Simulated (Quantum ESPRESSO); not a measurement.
Ga₃GeN₄ (made-up cell) (calculated)

All values are calculated (Quantum ESPRESSO 7.5). Calculation on a made-up crystal cell, not a measurement: periodic Kohn-Sham density functional theory in plane waves with PseudoDojo standard norm-conserving scalar-relativistic pseudopotentials, each functional with its own files (v0.5 for PBE, v0.4.1 for LDA and PBEsol), no spin polarisation, no spin-orbit coupling, atoms not relaxed, stress positive in tension, energies less a fixed whole-eV offset for each atom's element; levels are Kohn-Sham levels at fractions of this cell's reciprocal vectors, counted from the reference band (half the neutral cell's valence electrons, rounded up) at Gamma; error bars cover cutoff and k-mesh only, not smearing or the files; added strain carries the atoms with the cell, and shear is the tensor component; each bar is the largest change over components, and at least 0.002 eV, 0.002 eV per angstrom or 0.02 GPa; energies are for the whole cell, and the offsets were chosen from early runs and are not element reference energies.

Settings shared by all entries: lattice type wurtzite; functional pbe; cutoff 1143 eV; fermi dirac smearing 0.1 eV; scf tolerance 1e-07 eV; electrons removed 0; added strain kind shear xy; k mesh 7 x 6 x 6, shifted by half a step.

(1) 
```cif
# cell vector a (Å): 3.2045 0.0165 -0.0320
# cell vector b (Å): 0.0286 5.5061 0.0462
# cell vector c (Å): -0.0522 0.0436 5.2353
data_Ga3GeN4
_symmetry_space_group_name_H-M 'P 1'
_symmetry_Int_Tables_number 1
_cell_length_a 3.2047
_cell_length_b 5.5064
_cell_length_c 5.2357
_cell_angle_alpha 89.045
_cell_angle_beta 91.141
_cell_angle_gamma 89.412
_cell_volume 92.35
loop_
_atom_site_label
_atom_site_type_symbol
_atom_site_fract_x
_atom_site_fract_y
_atom_site_fract_z
_atom_site_occupancy
Ga1 Ga 0.98739 0.99953 0.98430 1
Ga2 Ga 0.45474 0.49314 0.00784 1
Ga3 Ga 0.51026 0.15610 0.49965 1
Ge1 Ge 0.01510 0.65848 0.50617 1
N1 N 0.99941 0.98289 0.36032 1
N2 N 0.50682 0.48532 0.39457 1
N3 N 0.47490 0.18017 0.86938 1
N4 N 0.01768 0.66147 0.88045 1
_calc_added_strain -0.0069
_calc_structure_shown 'before the added strain of -0.0069'
_calc_free_energy_less_offsets -1.137  # eV
_calc_smearing_term_minus_ts -0.06398  # eV
_calc_scf_iterations 12
_calc_pressure 12.32  # GPa
_calc_stress_xx -11.17  # GPa
_calc_stress_yy -15.23  # GPa
_calc_stress_zz -10.56  # GPa
_calc_stress_yz 2.433  # GPa
_calc_stress_xz -2.882  # GPa
_calc_stress_xy 3.209  # GPa
_calc_fermi_level 2.385  # eV
_calc_reference_band 37
_calc_error_bar_energy 0.005142  # eV
_calc_error_bar_stress 0.2671  # GPa
_calc_error_bar_force 0.01999  # eV/angstrom
_calc_error_bar_next_band_up 0.002557  # eV
_calc_error_bar_fermi_level 0.00826  # eV
_calc_error_bars_from 'tighter rerun of this cell'
```

Atoms:
```csv
atoms element,atom site,atom energy offset (eV)
Ga,1,-2080
Ga,2,-2080
Ga,3,-2080
Ge,4,-2430
N,5,-283
N,6,-283
N,7,-283
N,8,-283
```

Forces:
```csv
site,x (eV/Å),y (eV/Å),z (eV/Å)
1,-0.2354,0.3344,0.3144
2,2.653,-0.3954,1.039
3,-0.2759,-0.9595,-0.09427
4,-0.2891,-0.2002,-0.05651
5,0.1063,0.461,0.6475
6,0.1082,1.153,-0.9978
7,0.5363,-1.605,-0.08546
8,-2.604,1.211,-0.7668
```

Levels:
```csv
level k point,next band up (eV)
Gamma,2.038
"(1/2,1/2,1/2)",2.324
"(0.15,0,0)",3.096
"(0,0.15,0)",2.291
"(0,0,0.15)",2.079
```

(2) 
```cif
# cell vector a (Å): 3.2045 0.0165 -0.0320
# cell vector b (Å): 0.0286 5.5061 0.0462
# cell vector c (Å): -0.0522 0.0436 5.2353
data_Ga3GeN4
_symmetry_space_group_name_H-M 'P 1'
_symmetry_Int_Tables_number 1
_cell_length_a 3.2047
_cell_length_b 5.5064
_cell_length_c 5.2357
_cell_angle_alpha 89.045
_cell_angle_beta 91.141
_cell_angle_gamma 89.412
_cell_volume 92.35
loop_
_atom_site_label
_atom_site_type_symbol
_atom_site_fract_x
_atom_site_fract_y
_atom_site_fract_z
_atom_site_occupancy
Ga1 Ga 0.98739 0.99953 0.98430 1
Ga2 Ga 0.45474 0.49314 0.00784 1
Ga3 Ga 0.51026 0.15610 0.49965 1
Ge1 Ge 0.01510 0.65848 0.50617 1
N1 N 0.99941 0.98289 0.36032 1
N2 N 0.50682 0.48532 0.39457 1
N3 N 0.47490 0.18017 0.86938 1
N4 N 0.01768 0.66147 0.88045 1
_calc_added_strain -0.0026
_calc_structure_shown 'before the added strain of -0.0026'
_calc_free_energy_less_offsets -1.119  # eV
_calc_smearing_term_minus_ts -0.06384  # eV
_calc_scf_iterations 12
_calc_pressure 12.47  # GPa
_calc_stress_xx -11.42  # GPa
_calc_stress_yy -15.33  # GPa
_calc_stress_zz -10.66  # GPa
_calc_stress_yz 2.462  # GPa
_calc_stress_xz -3.014  # GPa
_calc_stress_xy 4.045  # GPa
_calc_fermi_level 2.385  # eV
_calc_reference_band 37
_calc_error_bar_energy 0.005142  # eV
_calc_error_bar_stress 0.2671  # GPa
_calc_error_bar_force 0.01999  # eV/angstrom
_calc_error_bar_next_band_up 0.002557  # eV
_calc_error_bar_fermi_level 0.00826  # eV
_calc_error_bars_from 'tighter rerun of a related cell'
```

Atoms:
```csv
atoms element,atom site,atom energy offset (eV)
Ga,1,-2080
Ga,2,-2080
Ga,3,-2080
Ge,4,-2430
N,5,-283
N,6,-283
N,7,-283
N,8,-283
```

Forces:
```csv
site,x (eV/Å),y (eV/Å),z (eV/Å)
1,-0.1717,0.3505,0.3101
2,2.747,-0.4536,1.091
3,-0.3313,-0.9556,-0.09354
4,-0.344,-0.201,-0.0534
5,0.1764,0.457,0.6454
6,0.14,1.152,-0.9989
7,0.4764,-1.626,-0.08524
8,-2.693,1.277,-0.8155
```

Levels:
```csv
level k point,next band up (eV)
Gamma,2.036
"(1/2,1/2,1/2)",2.329
"(0.15,0,0)",3.093
"(0,0.15,0)",2.289
"(0,0,0.15)",2.077
```

(3) 
```cif
# cell vector a (Å): 3.2045 0.0165 -0.0320
# cell vector b (Å): 0.0286 5.5061 0.0462
# cell vector c (Å): -0.0522 0.0436 5.2353
data_Ga3GeN4
_symmetry_space_group_name_H-M 'P 1'
_symmetry_Int_Tables_number 1
_cell_length_a 3.2047
_cell_length_b 5.5064
_cell_length_c 5.2357
_cell_angle_alpha 89.045
_cell_angle_beta 91.141
_cell_angle_gamma 89.412
_cell_volume 92.35
loop_
_atom_site_label
_atom_site_type_symbol
_atom_site_fract_x
_atom_site_fract_y
_atom_site_fract_z
_atom_site_occupancy
Ga1 Ga 0.98739 0.99953 0.98430 1
Ga2 Ga 0.45474 0.49314 0.00784 1
Ga3 Ga 0.51026 0.15610 0.49965 1
Ge1 Ge 0.01510 0.65848 0.50617 1
N1 N 0.99941 0.98289 0.36032 1
N2 N 0.50682 0.48532 0.39457 1
N3 N 0.47490 0.18017 0.86938 1
N4 N 0.01768 0.66147 0.88045 1
_calc_added_strain 0.0048
_calc_structure_shown 'before the added strain of 0.0048'
_calc_free_energy_less_offsets -1.078  # eV
_calc_smearing_term_minus_ts -0.0637  # eV
_calc_scf_iterations 12
_calc_pressure 12.78  # GPa
_calc_stress_xx -11.94  # GPa
_calc_stress_yy -15.6  # GPa
_calc_stress_zz -10.8  # GPa
_calc_stress_yz 2.514  # GPa
_calc_stress_xz -3.247  # GPa
_calc_stress_xy 5.492  # GPa
_calc_fermi_level 2.385  # eV
_calc_reference_band 37
_calc_error_bar_energy 0.005142  # eV
_calc_error_bar_stress 0.2671  # GPa
_calc_error_bar_force 0.01999  # eV/angstrom
_calc_error_bar_next_band_up 0.002557  # eV
_calc_error_bar_fermi_level 0.00826  # eV
_calc_error_bars_from 'tighter rerun of a related cell'
```

Atoms:
```csv
atoms element,atom site,atom energy offset (eV)
Ga,1,-2080
Ga,2,-2080
Ga,3,-2080
Ge,4,-2430
N,5,-283
N,6,-283
N,7,-283
N,8,-283
```

Forces:
```csv
site,x (eV/Å),y (eV/Å),z (eV/Å)
1,-0.06189,0.369,0.3091
2,2.917,-0.5608,1.188
3,-0.4285,-0.9437,-0.09375
4,-0.439,-0.191,-0.04756
5,0.2985,0.4487,0.6414
6,0.1954,1.136,-1.004
7,0.3733,-1.657,-0.08702
8,-2.855,1.4,-0.9058
```

Levels:
```csv
level k point,next band up (eV)
Gamma,2.032
"(1/2,1/2,1/2)",2.342
"(0.15,0,0)",3.088
"(0,0.15,0)",2.286
"(0,0,0.15)",2.075
```

(4) 
```cif
# cell vector a (Å): 3.2045 0.0165 -0.0320
# cell vector b (Å): 0.0286 5.5061 0.0462
# cell vector c (Å): -0.0522 0.0436 5.2353
data_Ga3GeN4
_symmetry_space_group_name_H-M 'P 1'
_symmetry_Int_Tables_number 1
_cell_length_a 3.2047
_cell_length_b 5.5064
_cell_length_c 5.2357
_cell_angle_alpha 89.045
_cell_angle_beta 91.141
_cell_angle_gamma 89.412
_cell_volume 92.35
loop_
_atom_site_label
_atom_site_type_symbol
_atom_site_fract_x
_atom_site_fract_y
_atom_site_fract_z
_atom_site_occupancy
Ga1 Ga 0.98739 0.99953 0.98430 1
Ga2 Ga 0.45474 0.49314 0.00784 1
Ga3 Ga 0.51026 0.15610 0.49965 1
Ge1 Ge 0.01510 0.65848 0.50617 1
N1 N 0.99941 0.98289 0.36032 1
N2 N 0.50682 0.48532 0.39457 1
N3 N 0.47490 0.18017 0.86938 1
N4 N 0.01768 0.66147 0.88045 1
_calc_added_strain 0.0139
_calc_structure_shown 'before the added strain of 0.0139'
_calc_free_energy_less_offsets -1.01  # eV
_calc_smearing_term_minus_ts -0.06364  # eV
_calc_scf_iterations 12
_calc_pressure 13.24  # GPa
_calc_stress_xx -12.7  # GPa
_calc_stress_yy -16.13  # GPa
_calc_stress_zz -10.91  # GPa
_calc_stress_yz 2.571  # GPa
_calc_stress_xz -3.539  # GPa
_calc_stress_xy 7.281  # GPa
_calc_fermi_level 2.381  # eV
_calc_reference_band 37
_calc_error_bar_energy 0.005142  # eV
_calc_error_bar_stress 0.2671  # GPa
_calc_error_bar_force 0.01999  # eV/angstrom
_calc_error_bar_next_band_up 0.002557  # eV
_calc_error_bar_fermi_level 0.00826  # eV
_calc_error_bars_from 'tighter rerun of a related cell'
```

Atoms:
```csv
atoms element,atom site,atom energy offset (eV)
Ga,1,-2080
Ga,2,-2080
Ga,3,-2080
Ge,4,-2430
N,5,-283
N,6,-283
N,7,-283
N,8,-283
```

Forces:
```csv
site,x (eV/Å),y (eV/Å),z (eV/Å)
1,0.0723,0.3779,0.3192
2,3.135,-0.7006,1.316
3,-0.5497,-0.9189,-0.09647
4,-0.5572,-0.1584,-0.04098
5,0.4496,0.4317,0.6358
6,0.2648,1.092,-1.015
7,0.2464,-1.685,-0.09313
8,-3.062,1.561,-1.025
```

Levels:
```csv
level k point,next band up (eV)
Gamma,2.027
"(1/2,1/2,1/2)",2.364
"(0.15,0,0)",3.078
"(0,0.15,0)",2.282
"(0,0,0.15)",2.07
```
